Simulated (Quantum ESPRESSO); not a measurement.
# Computed records: Li4Hf2RhAu (simulated cell)

All values are calculated (Quantum ESPRESSO 7.5). Calculation on a made-up metal alloy cell, not a measurement: no spin or spin-orbit, unrelaxed, 2900 K smearing, stress positive in tension, cell energy less fitted offsets; periodic Kohn-Sham density functional theory in plane waves with PseudoDojo standard norm-conserving scalar-relativistic pseudopotentials, each functional with its own files (v0.5 for PBE, v0.4.1 for LDA and PBEsol), eight atoms on drawn sites of a strained close-packed or body-centred lattice, each displaced and held fixed; the energy is the cell's free energy, ions and the entropy term -TS included, at the stated Fermi-Dirac width, less a fixed offset for each atom's element (shifted free energy); compositions with an open d shell lost a parallel starting moment in a cheaper test run, and other magnetic orders were not tried; an error bar is the largest change of its kind in a tighter rerun, never given below 0.002 eV, 0.02 GPa or 0.003 eV/angstrom, and covers cutoff and k-mesh only, not smearing or the files.

Settings shared by all entries: lattice type hexagonal close-packed; functional pbe; cutoff 1197 eV; fermi dirac smearing 0.25 eV; electrons removed 0; run command mpirun -np 4 pw.x -nk 4 -in in; run processor Intel Xeon, 2023 or later, virtual cores; k mesh 8 x 5 x 3 shifted half a step off Gamma on each axis.

Notes on all entries: heavy elements are run without spin-orbit coupling, which real alloys of them have; a spin test at this wide smearing found no moment, but such smearing suppresses magnetism that the real alloy may have; lattice, volume and sites are drawn at random and may be unstable or far from any real phase; energies are for the whole cell, less offsets fitted to these runs, so they are not formation energies; error bars: energy 0.0062 eV, stress 0.036 GPa, force 0.003 eV/Å, from a tighter rerun of a related cell, whose elements or sites may differ.

(1) Li4Hf2RhAu (simulated cell)

```
cell vectors (Å)
   3.0703     0.0000     0.0000
   0.0000     5.3180     0.0000
   0.0000     0.0000     9.9205
atoms (fractions of the cell vectors)
Li -0.04205 -0.00064 -0.00298
Au -0.04081  0.02003  0.48924
Hf -0.00173  0.33892  0.25464
Hf  0.04531  0.33310  0.74152
Li  0.47748  0.53857 -0.00018
Li  0.51562  0.46371  0.49708
Li  0.53614  0.81533  0.25738
Rh  0.52523  0.83328  0.73329
```

* entropy term negative ts: -1.289 eV
* pressure: -7.32 GPa
* stress xx: 7.32 GPa
* stress yy: 11.28 GPa
* stress zz: 3.35 GPa
* stress yz: -0.02257 GPa
* stress xz: 0.23 GPa
* stress xy: -0.29 GPa
* shifted free energy: -0.422 eV

Atoms:
```tsv
atoms element	atom site	atom energy offset (eV)
Li	1	-195.67
Au	2	-4032.82
Hf	3	-1535.13
Hf	4	-1535.13
Li	5	-195.67
Li	6	-195.67
Li	7	-195.67
Rh	8	-3191.96
```

Forces:
```tsv
site	x (eV/Å)	y (eV/Å)	z (eV/Å)
1	-0.006	-0.046	-0.348
2	0.195	0.098	0.147
3	0.205	-0.653	-0.048
4	-0.107	-0.131	0.034
5	0.079	0.015	-0.27
6	-0.055	0.624	0.148
7	-0.231	0.36	0.294
8	-0.08	-0.267	0.043
```

Notes: 17 SCF iterations, 204 s of wall time on a shared machine.

(2) Li4Hf2RhAu (simulated cell)

```
cell vectors (Å)
   3.0703     0.0000     0.0000
   0.0000     5.3180     0.0000
   0.0000     0.0000     9.9205
atoms (fractions of the cell vectors)
Li -0.04205 -0.00064 -0.00298
Au -0.04081  0.02003  0.48924
Li -0.00173  0.33892  0.25464
Li  0.04531  0.33310  0.74152
Hf  0.47748  0.53857 -0.00018
Rh  0.51562  0.46371  0.49708
Hf  0.53614  0.81533  0.25738
Li  0.52523  0.83328  0.73329
```

* entropy term negative ts: -1.442 eV
* pressure: -5.75 GPa
* stress xx: 6.49 GPa
* stress yy: 4.16 GPa
* stress zz: 6.6 GPa
* stress yz: -1.37 GPa
* stress xz: -0.43 GPa
* stress xy: -0.23 GPa
* shifted free energy: 0.082 eV

Atoms:
```tsv
atoms element	atom site	atom energy offset (eV)
Li	1	-195.67
Au	2	-4032.82
Li	3	-195.67
Li	4	-195.67
Hf	5	-1535.13
Rh	6	-3191.96
Hf	7	-1535.13
Li	8	-195.67
```

Forces:
```tsv
site	x (eV/Å)	y (eV/Å)	z (eV/Å)
1	0.18	0.565	-0.041
2	0.358	-0.277	-0.08
3	0.123	-0.219	0.4
4	-0.093	0.126	-0.497
5	-0.15	-0.751	0.153
6	-0.154	0.782	-0.758
7	-0.255	-0.142	1.351
8	-0.009	-0.084	-0.528
```

Notes: 14 SCF iterations, 179 s of wall time on a shared machine.
